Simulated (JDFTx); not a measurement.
An input for a modified build of JDFTx (BI2 (SMILES I[B]I), charge 0, multiplicity 2, linear PCM (GLSSA13), chloroform, no salt; bohr, hartree) and the course of its log:

```
lattice \
  22.2042819644 0.0000000000 0.0000000000 \
  0.0000000000 17.0075351216 0.0000000000 \
  0.0000000000 0.0000000000 15.1178089970
coords-type Cartesian
ion I -3.5233568426 0.8717901797 0.0000000000 0
ion B 0.0000958686 -0.8718218085 0.0000000000 0
ion I 3.5233568426 0.8718218085 -0.0000000000 0
ion-species pseudo/i_pbe_v1.upf
ion-species pseudo/b_pbe_v1.4.upf
core-overlap-check none
elec-cutoff 20 100
elec-ex-corr gga-PBE
symmetries none
elec-n-bands 9
spintype z-spin
elec-initial-magnetization 1 yes
electronic-scf nIterations 100 energyDiffThreshold 1e-08
fluid LinearPCM
pcm-variant GLSSA13
fluid-solvent CHCl3
fluid-minimize nIterations 400 knormThreshold 1e-11
wavefunction read s0.wfns 12
dump-name s6.$VAR
dump End State Ecomponents EigStats BandEigs Forces ElecDensity IonicPositions FluidDebug
```

```
[one cycle in 5 is shown, and the last three; fluid-solver lines are left out]
SCF: Cycle:  0   Etot: -22.145113555667685   dEtot: +3.961e+00   |Residual|: 7.123e-01   |deigs|: 1.504e-01
SCF: Cycle:  5   Etot: -26.031610693595734   dEtot: -7.158e-02   |Residual|: 1.763e-01   |deigs|: 2.533e-02
SCF: Cycle: 10   Etot: -26.078654310797628   dEtot: -9.649e-03   |Residual|: 1.597e-01   |deigs|: 3.911e-04
SCF: Cycle: 15   Etot: -26.083727189361259   dEtot: -3.011e-02   |Residual|: 1.193e-01   |deigs|: 2.284e-02
SCF: Cycle: 20   Etot: -26.104420297059775   dEtot: -6.047e-04   |Residual|: 7.849e-03   |deigs|: 7.118e-04
SCF: Cycle: 25   Etot: -26.092622948239033   dEtot: +1.279e-02   |Residual|: 9.259e-03   |deigs|: 6.822e-03
SCF: Cycle: 30   Etot: -25.650360832986443   dEtot: -4.800e-01   |Residual|: 2.368e-01   |deigs|: 4.444e-02
SCF: Cycle: 35   Etot: -26.103732891870600   dEtot: -4.480e-03   |Residual|: 1.641e-02   |deigs|: 2.128e-03
SCF: Cycle: 40   Etot: -26.105696818285892   dEtot: -3.016e-03   |Residual|: 2.301e-03   |deigs|: 7.535e-04
SCF: Cycle: 45   Etot: -25.914179139781368   dEtot: -1.569e-01   |Residual|: 1.331e-01   |deigs|: 5.957e-03
SCF: Cycle: 50   Etot: -25.583468609960185   dEtot: +1.388e-01   |Residual|: 2.510e-01   |deigs|: 5.793e-03
SCF: Cycle: 55   Etot: -26.096175456804051   dEtot: -5.756e-02   |Residual|: 2.100e-02   |deigs|: 8.000e-03
SCF: Cycle: 60   Etot: -26.105487760367076   dEtot: -2.687e-04   |Residual|: 4.663e-03   |deigs|: 2.351e-04
SCF: Cycle: 65   Etot: -23.014073943451276   dEtot: +3.003e-01   |Residual|: 6.360e-01   |deigs|: 9.854e-02
SCF: Cycle: 70   Etot: -25.884186172298033   dEtot: -2.052e-01   |Residual|: 1.452e-01   |deigs|: 3.230e-03
SCF: Cycle: 75   Etot: -26.065859229104145   dEtot: -3.840e-03   |Residual|: 4.652e-02   |deigs|: 1.410e-03
SCF: Cycle: 80   Etot: -26.089363480745799   dEtot: -3.591e-03   |Residual|: 2.989e-02   |deigs|: 9.711e-04
SCF: Cycle: 85   Etot: -26.101149988784456   dEtot: -1.371e-03   |Residual|: 6.102e-02   |deigs|: 4.506e-04
SCF: Cycle: 90   Etot: -26.103378160135591   dEtot: +2.989e-05   |Residual|: 6.993e-02   |deigs|: 4.594e-04
SCF: Cycle: 95   Etot: -25.963106352818745   dEtot: -5.251e-02   |Residual|: 1.353e-01   |deigs|: 2.435e-02
SCF: Cycle: 97   Etot: -23.661304442442251   dEtot: +2.391e+00   |Residual|: 5.285e-01   |deigs|: 7.392e-02
SCF: Cycle: 98   Etot: -25.942949826708112   dEtot: -2.282e+00   |Residual|: 1.459e-01   |deigs|: 9.227e-02
SCF: Cycle: 99   Etot: -26.020242526296194   dEtot: -7.729e-02   |Residual|: 1.283e-01   |deigs|: 2.025e-02
SCF: None of the convergence criteria satisfied after 100 iterations.
IonicMinimize: Iter:   0  Etot: -26.020242526296194  |grad|_K:  0.000e+00
IonicMinimize: Converged (|grad|_K<1.000000e-04).
```

This run gave no converged result. The electronic loop ended without meeting its threshold, so the last energy, chemical potential and forces aren't results.
